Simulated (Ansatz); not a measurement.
# Yb4EuCu16Ag3: frames of a relaxation, Eu_Ag, charge +0, atoms relaxed at the host's cell

Computed with the plane-wave PAW code Ansatz (scalar-relativistic, PAW set soft_2): PBEsol, collinear spin, 420 eV cutoff, k-mesh 3×3×3.

Positions in Å and forces in eV/Å; free energies count from the last frame.

```
24
Lattice="7.013 0.000 0.000 0.000 -7.013 0.000 0.000 0.000 -7.013" Properties=species:S:1:pos:R:3:forces:R:3 pbc="T T T" step=1 dE=0.395eV
Eu    1.747   -1.807   -1.727    0.341    0.484   -0.246
Ag    5.260   -5.260   -1.753   -0.004   -0.010   -0.008
Ag    5.260   -1.753   -5.260    0.000    0.013   -0.012
Ag    1.753   -5.260   -5.260    0.009   -0.015    0.009
Cu    2.638   -6.130   -0.873    0.144    0.038    0.276
Cu    6.200   -2.635   -0.896   -0.836   -0.135    0.271
Cu    6.141   -6.141   -4.378    0.013   -0.002    0.105
Cu    2.645   -2.629   -4.437    0.052   -0.278    0.234
Cu    2.591   -0.899   -6.109    0.486    0.492   -0.176
Cu    6.141   -4.378   -6.141    0.002   -0.039   -0.031
Cu    6.173   -0.889   -2.582   -0.443    0.213   -0.505
Cu    2.634   -4.348   -2.581    0.168   -0.531   -0.604
Cu    4.378   -6.141   -6.141   -0.057   -0.029    0.056
Cu    0.877   -2.666   -6.146   -0.220   -0.107    0.295
Cu    0.885   -6.178   -2.576   -0.196    0.295   -0.566
Cu    4.366   -2.685   -2.662    0.467    0.366    0.138
Cu    4.396   -0.838   -0.882    0.079   -0.173    0.179
Cu    0.849   -4.377   -0.946   -0.122   -0.404    0.653
Cu    0.851   -0.856   -4.400   -0.075   -0.006    0.026
Cu    4.378   -4.378   -4.378   -0.021   -0.125   -0.084
Yb    3.507   -3.507    0.000    0.655   -0.445    0.467
Yb    0.000    0.000    0.000   -0.436    0.493    0.573
Yb    0.000   -3.507   -3.507   -0.438   -0.488   -0.669
Yb    3.507   -7.013   -3.507    0.432    0.394   -0.380
```

```
24
Lattice="7.013 0.000 0.000 0.000 -7.013 0.000 0.000 0.000 -7.013" Properties=species:S:1:pos:R:3:forces:R:3 pbc="T T T" step=2 dE=0.211eV
Eu    1.799   -1.728   -1.771   -0.208   -0.228    0.120
Ag    5.257   -5.266   -1.753    0.042   -0.003   -0.023
Ag    5.257   -1.753   -5.258    0.012    0.020    0.008
Ag    1.756   -5.265   -5.259    0.049    0.008   -0.015
Cu    2.636   -6.132   -0.865    0.031    0.100    0.148
Cu    6.158   -2.645   -0.879   -0.237    0.051    0.005
Cu    6.135   -6.144   -4.380    0.120   -0.155    0.222
Cu    2.644   -2.641   -4.423   -0.028   -0.127    0.138
Cu    2.610   -0.887   -6.099    0.222    0.213   -0.187
Cu    6.138   -4.386   -6.136    0.185    0.090   -0.191
Cu    6.138   -0.879   -2.604   -0.144    0.014   -0.204
Cu    2.643   -4.384   -2.606   -0.028   -0.172   -0.241
Cu    4.376   -6.145   -6.137   -0.177   -0.170   -0.070
Cu    0.865   -2.665   -6.129    0.019    0.047   -0.039
Cu    0.865   -6.154   -2.604   -0.064    0.176   -0.272
Cu    4.379   -2.682   -2.660    0.304    0.296    0.169
Cu    4.394   -0.849   -0.867    0.096   -0.165    0.061
Cu    0.847   -4.392   -0.917    0.060   -0.014    0.279
Cu    0.848   -0.858   -4.396    0.019   -0.091    0.022
Cu    4.378   -4.385   -4.381   -0.168    0.027    0.100
Yb    3.642   -3.608    0.097   -0.636    0.435   -0.451
Yb   -0.098    0.104    0.109    0.415   -0.489   -0.456
Yb   -0.098   -3.616   -3.628    0.465    0.475    0.588
Yb    3.606   -6.919   -3.593   -0.346   -0.338    0.288
```

```
24
Lattice="7.013 0.000 0.000 0.000 -7.013 0.000 0.000 0.000 -7.013" Properties=species:S:1:pos:R:3:forces:R:3 pbc="T T T" step=4 dE=0.000eV
Eu    1.756   -1.757   -1.754   -0.007   -0.005    0.003
Ag    5.262   -5.265   -1.753   -0.002   -0.001   -0.001
Ag    5.261   -1.759   -5.260    0.000    0.002    0.002
Ag    1.754   -5.264   -5.260    0.003   -0.001    0.002
Cu    2.647   -6.122   -0.859    0.005    0.000    0.001
Cu    6.119   -2.651   -0.860    0.002   -0.003    0.001
Cu    6.140   -6.144   -4.380    0.008   -0.011    0.009
Cu    2.648   -2.652   -4.404   -0.001   -0.001    0.008
Cu    2.647   -0.866   -6.116    0.002    0.004   -0.007
Cu    6.140   -4.385   -6.139    0.009    0.007   -0.010
Cu    6.117   -0.865   -2.646    0.006    0.001   -0.004
Cu    2.648   -4.408   -2.646    0.001    0.002   -0.003
Cu    4.381   -6.144   -6.139   -0.007   -0.008   -0.008
Cu    0.862   -2.652   -6.117    0.001    0.004   -0.002
Cu    0.861   -6.122   -2.646   -0.001   -0.001   -0.003
Cu    4.405   -2.652   -2.647   -0.003    0.002    0.000
Cu    4.405   -0.865   -0.859   -0.004    0.000   -0.002
Cu    0.861   -4.408   -0.861    0.000    0.003    0.006
Cu    0.861   -0.865   -4.403    0.000   -0.001    0.003
Cu    4.382   -4.386   -4.380   -0.008    0.009    0.008
Yb    3.561   -3.564    0.051   -0.004   -0.002    0.002
Yb   -0.051    0.048    0.053   -0.001   -0.003   -0.003
Yb   -0.050   -3.563   -3.559   -0.002    0.000    0.002
Yb    3.560   -6.966   -3.558    0.003    0.003   -0.004
```

Caveats: 4f shell without a U, which puts 4f levels too near the Fermi level; open f or d shells may hold a state above the lowest.
